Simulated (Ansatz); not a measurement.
**4 guesses for NaTmI4 and where they end**

All numbers below come from DFT PBE, scalar-relativistic, plane waves, PAW, and for the lanthanide a 4f-in-core norm-conserving potential, in Ansatz 0.2.0. All cells share a 690 eV cutoff and Γ-centred k meshes spaced at most about 0.3 Å⁻¹ (about 0.25 or finer for metals, 2π included). No spin polarisation in the final relaxations.

Each guess was relaxed in cell and atoms at zero pressure, within the symmetry of its start. All energies are static (0 K, no zero-point motion). Coordination counts I atoms around Na and Tm (those within 1.25 times the shortest such distance or 1.15 times the sum of covalent radii, 1.27 where that leaves under three; the shortest distance is added where it exceeds 1.18 times the sum of covalent radii).

| guess | made from | start group | V start (Å³/atom) | end group | V end (Å³/atom) | coordination at the end | gap on mesh (eV) | E over the lowest end (meV/atom) |
| --- | --- | --- | --- | --- | --- | --- | --- | --- |
| 1 | random cell | P6/mmm | 41.0 | P6/mmm | 47.0 | Na 6, Tm 6 | 0 | 708 |
| 2 | PrDyAl4 type | F-43m | 40.1 | ? | ? | ? | ? | ? |
| 3 | MnFeSi4 type | P4/mmm | 34.0 | P4/mmm | 38.3 | Na 8, Tm 8 | 0 | 266 |
| 4 | Mg4SiGe type | P4/mmm | 47.2 | P4/mmm | 38.2 | Na 8, Tm 8 | 1.11 | 0 |

Guess 2 as it starts:

```cif
data_structure
_symmetry_space_group_name_H-M 'F-43m'
_symmetry_Int_Tables_number 216
_cell_length_a 9.8696
_cell_length_b 9.8696
_cell_length_c 9.8696
_cell_angle_alpha 90.000
_cell_angle_beta 90.000
_cell_angle_gamma 90.000
_cell_volume 961.39
loop_
_atom_site_label
_atom_site_type_symbol
_atom_site_symmetry_multiplicity
_atom_site_Wyckoff_symbol
_atom_site_fract_x
_atom_site_fract_y
_atom_site_fract_z
_atom_site_occupancy
Na1 Na 4 d 0.25000 0.25000 0.75000 1
Tm1 Tm 4 a 0.00000 0.00000 0.00000 1
I1 I 16 e 0.37513 0.12487 0.12487 1
```

Task: Predict the end of this guess and its energy over the lowest end.

Result: It ends in space group F-43m (No. 216), with a = 10.011 Å, 41.8 Å³/atom and no gap. It lies 1.33 eV/atom over the lowest end, above guess 1 and so the highest of the set. Counting I atoms around Na and Tm, this end has Na 12 from 4.2 Å, Tm 12 from 4.1 Å and the lowest (guess 4) has Na 8, Tm 8.

```cif
data_structure
_symmetry_space_group_name_H-M 'F-43m'
_symmetry_Int_Tables_number 216
_cell_length_a 10.0114
_cell_length_b 10.0114
_cell_length_c 10.0114
_cell_angle_alpha 90.000
_cell_angle_beta 90.000
_cell_angle_gamma 90.000
_cell_volume 1003.42
loop_
_atom_site_label
_atom_site_type_symbol
_atom_site_symmetry_multiplicity
_atom_site_Wyckoff_symbol
_atom_site_fract_x
_atom_site_fract_y
_atom_site_fract_z
_atom_site_occupancy
Na1 Na 4 c 0.25000 0.25000 0.25000 1
Tm1 Tm 4 a 0.00000 0.00000 0.00000 1
I1 I 16 e 0.87447 0.37447 0.12553 1
```

The zero of energy is the elements' standard structures at the same level; no fitted shifts are applied.

Task: Is the lowest end bound against the elements?

Result: Yes: its formation energy is −1.128 eV/atom. A negative formation energy is needed for stability but isn't enough: competing phases decide.

No dispersion correction is applied, so the spacing and binding between layers, chains or molecules are poorly described (P4/mmm at 38.3 Å³/atom, P6/mmm), and this can change margins and order among such cells. Spin–orbit coupling, which can matter for I, is left out. Kohn–Sham gaps at this level usually fall short of measured ones. The missing spin–orbit coupling can work the other way here. The reference form of I is held partly by dispersion forces, which this level lacks. Cells relaxed within their symmetry can be saddle points. A lower structure may well exist outside this small set. Some types were kept out of the candidates beforehand, so the set may lack a known form.

The lanthanide is trivalent by construction, without f bands, f moments or other valences. The reference runs of the other elements, and any phases without the lanthanide, used 420 eV, which shifts energies against them by under 10 meV/atom. The lanthanide's reference is the lowest of its hcp, dhcp and fcc cells.
